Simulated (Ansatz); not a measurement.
Suppose Si2P3 takes space group Pm-3m (No. 221), with Si on 1a and 1b; P on 3d.

The calculation used Ansatz 0.2.0, DFT PBE, scalar-relativistic, plane waves, PAW. Cutoff 420 eV, Γ-centred mesh, Gaussian smearing, no spin polarisation.

Energies over the elements count from the elements' standard structures at the same level, with no fitted energy shifts. The references include black phosphorus.

Q: Predict the relaxed structure.

A:

Space group Pm-3m (No. 221). a = 4.491 Å, b = 4.491 Å, c = 4.491 Å, α = 90.00°, β = 90.00°, γ = 90.00°
```tsv
atom	site	symmetry	x	y	z
Si	1a	m-3m	0.0000	0.0000	0.0000
Si	1b	m-3m	0.5000	0.5000	0.5000
P	3d	4/mm.m	0.5000	0.0000	0.0000
```

Si on its first site is surrounded by 6 P at 2.25 Å; around Si on its second site lie 12 P at 3.18 Å (long contacts); P is surrounded by 2 Si at 2.25 Å, 4 Si at 3.18 Å and 8 P at 3.18 Å.

Q: Where does its energy lie, and is it a metal?

A: The formation energy is +0.86 eV/atom and the gap on the 8×8×8 mesh of the 5-atom cell is 0 eV (a metal). The separate elements lie lower, so it is unstable against them.

The last run used Gaussian smearing of 0.10 eV. An odd number of electrons in the primitive cell allows no gap without spin; a larger cell or a magnetic state could open one. The cell is a metal run without spin; a magnetic state may lie lower. The reference form of P is held partly by dispersion forces, which this level lacks. A structure relaxed within its symmetry needn't be a true minimum. Another cell of Si2P3 relaxed alike, in R-3m, lies 0.94 eV/atom lower, so this cell isn't the stable form at this level.
